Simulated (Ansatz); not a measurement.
Ni₃Sn:
```yaml
crystal:
  lattice:
    - [3.67719, 0.00000, 0.00000]
    - [0.00000, 3.67719, 0.00000]
    - [0.00000, 0.00000, 3.67719]
  atoms:
    - { symbol: Ni, position: [0.00000, 0.50000, 0.50000] }
    - { symbol: Ni, position: [0.50000, 0.00000, 0.50000] }
    - { symbol: Ni, position: [0.50000, 0.50000, 0.00000] }
    - { symbol: Sn, position: [0.00000, 0.00000, 0.00000] }
```

This is the PBEsol-relaxed structure.

### Question
All from the program Ansatz at the PBEsol level (PAW), unless another level is named. Estimate the Hill bulk and shear moduli.

### Answer
190 and 90.0 GPa.

### Question
What about the elastic constants (relaxed ions, GPa)?

### Answer
C11 = 280, C12 = 145, C44 = 109.

Space group Pm-3m (Cu3Au type). The workflow started from an entry of the Crystallography Open Database (COD), which files this formula under 3 space groups. Its standing as an ambient phase is unchecked. The cell was relaxed with PBEsol under the symmetry of its start; its stability against distortions is not shown here. The workflow began spin-polarised and lost its moments. As this level gives no gap, shear constants depend on the k-mesh and smearing (Fermi–Dirac, 0.1 eV here). Spin–orbit coupling is left out wherever it is not named.

Potentials: the later of the program's two PAW sets.
